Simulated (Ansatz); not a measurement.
The calculation used DFT PBE, scalar-relativistic, plane waves, PAW (Ansatz). All cells share a 420 eV cutoff and Γ-centred k meshes spaced at most about 0.3 Å⁻¹ (2π included). No spin polarisation in the final relaxations.

Temperature and zero-point effects are left out.

Two forms of Sn5GeSe6 were relaxed alike.

A.

```
Sn Ge Se
1.0
     4.24531    0.00000    0.00000
     0.00000    4.24531    0.00000
     0.00000    0.00000   17.99964
Sn Ge Se
5 1 6
Direct
  0.00000 0.00000 0.83148
  0.50000 0.50000 0.00000
  0.00000 0.00000 0.16852
  0.50000 0.50000 0.33756
  0.50000 0.50000 0.66244
  0.00000 0.00000 0.50000
  0.00000 0.00000 0.00000
  0.50000 0.50000 0.16739
  0.00000 0.00000 0.34130
  0.50000 0.50000 0.50000
  0.00000 0.00000 0.65870
  0.50000 0.50000 0.83261
```

B.

```
Sn Ge Se
1.0
     4.23659    0.00000    0.00000
    -2.11830    3.66900    0.00000
     0.00000    0.00000   20.80543
Sn Ge Se
5 1 6
Direct
  0.33333 0.66667 0.82957
  0.66667 0.33333 0.65899
  0.33333 0.66667 0.34101
  0.66667 0.33333 0.17043
  0.00000 0.00000 0.00000
  0.00000 0.00000 0.50000
  0.00000 0.00000 0.74451
  0.33333 0.66667 0.57420
  0.66667 0.33333 0.42580
  0.00000 0.00000 0.25549
  0.33333 0.66667 0.08516
  0.66667 0.33333 0.91484
```

Question: Which placement of the atoms is lower in energy, and by how much?

Answer: B is lower, by 6 meV/atom. The two share one framework of sites and differ in which element sits where. A has Sn and Ge ordered on rock salt sites, space group P4/mmm (No. 123), 27.0 Å³/atom and a gap of 0.27 eV on its mesh; B has Sn and Ge ordered on rock salt sites, space group P-3m1 (No. 164), 27.0 Å³/atom and a gap of 0.37 eV. Counting Ge or Se atoms around Sn (for each partner element, those within 1.25 times its shortest distance or 1.15 times the sum of covalent radii, where it is the nearest in units of that sum or under 1.3), A and B both have Sn 6. Both come from invented guesses.

Kohn–Sham gaps at this level usually fall short of measured ones. Cells relaxed within their symmetry can be saddle points.
